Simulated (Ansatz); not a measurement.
ZnCdO₂:
```
ZnCdO2
1.0
    3.38052     0.00000     0.00000
   -1.69026     2.92761     0.00000
    0.00000     0.00000     5.62302
Zn Cd O
1 1 2
Direct
  0.00000   0.00000   0.99646
  0.66667   0.33333   0.48920
  0.66667   0.33333   0.09821
  0.00000   0.00000   0.65213
```

Relaxed with r²SCAN. Independent-particle spectrum: no excitons, no local fields, no scissors shift; 0.1 eV broadening; ε₁ of the summed bands alone.

Problem. Tabulate the dielectric function from plane-wave PAW r²SCAN (Ansatz code).

Solution. 

| E (eV) | ε₁ xx | ε₂ xx | ε₁ zz | ε₂ zz |
|---|---|---|---|---|
| 0.0 | 5.79 | 0.00 | 5.95 | 0.00 |
| 0.4 | 6.71 | 0.41 | 6.35 | 0.01 |
| 0.8 | 5.36 | 2.11 | 6.69 | 1.99 |
| 1.2 | 4.49 | 1.99 | 5.31 | 2.49 |
| 1.6 | 4.04 | 1.84 | 4.55 | 2.41 |
| 2.0 | 3.77 | 1.69 | 4.11 | 2.25 |
| 2.4 | 3.60 | 1.57 | 3.84 | 2.11 |
| 2.8 | 3.50 | 1.48 | 3.67 | 2.00 |
| 3.2 | 3.49 | 1.44 | 3.55 | 1.94 |
| 3.6 | 3.42 | 1.33 | 3.46 | 1.90 |
| 4.0 | 3.50 | 1.43 | 3.40 | 1.88 |
| 4.4 | 3.48 | 1.50 | 3.36 | 1.89 |
| 4.8 | 3.47 | 1.57 | 3.34 | 1.92 |
| 5.2 | 3.47 | 1.66 | 3.35 | 2.01 |
| 5.6 | 3.49 | 1.83 | 3.31 | 2.15 |
| 6.0 | 3.31 | 2.20 | 3.24 | 2.36 |
| 6.4 | 3.06 | 1.90 | 2.93 | 2.76 |
| 6.8 | 3.26 | 2.30 | 2.82 | 2.40 |
| 7.2 | 2.73 | 2.21 | 2.35 | 2.72 |
| 7.6 | 2.66 | 2.09 | 2.20 | 2.35 |
| 8.0 | 2.72 | 1.92 | 2.21 | 2.23 |
| 8.4 | 2.94 | 1.96 | 2.24 | 2.25 |
| 8.8 | 2.98 | 2.10 | 2.09 | 1.90 |
| 9.2 | 3.30 | 2.17 | 2.68 | 2.58 |
| 9.6 | 3.98 | 3.08 | 2.17 | 2.85 |
| 10.0 | 2.70 | 4.55 | 1.60 | 2.38 |
| 10.4 | 1.31 | 4.04 | 1.76 | 2.20 |
| 10.8 | 1.51 | 2.99 | 1.80 | 2.23 |
| 11.2 | 1.22 | 3.77 | 2.12 | 2.25 |
| 11.6 | 0.93 | 3.05 | 2.45 | 2.51 |
| 12.0 | 0.52 | 2.87 | 2.27 | 2.99 |

Problem. From ε at 1.0 eV (xx: 4.83 + 2.07i), find n, k, the normal reflectivity and the absorption coefficient.

Solution. n = 2.25, k = 0.461, R = 16 %, α = 2kE/ħc = 47000 cm⁻¹.

With all bands, ε∞ without local fields is 6.04 (xx = yy), 6.20 (zz). DFPT, with local fields, gives 5.99 (xx = yy), 6.13 (zz).

Space group P3m1. The first step of the workflow began from a Materials Project structure, measured or hypothetical; the Crystallography Open Database copy checked does not list it. Whether it is the stable phase at ambient conditions was not checked. The r²SCAN relaxation kept the symmetry of its start; of distortions, only those at the zone centre were tested. Scalar-relativistic: spin–orbit coupling is off unless named, which matters more the heavier the elements.

Potentials: the later of the program's two PAW sets.
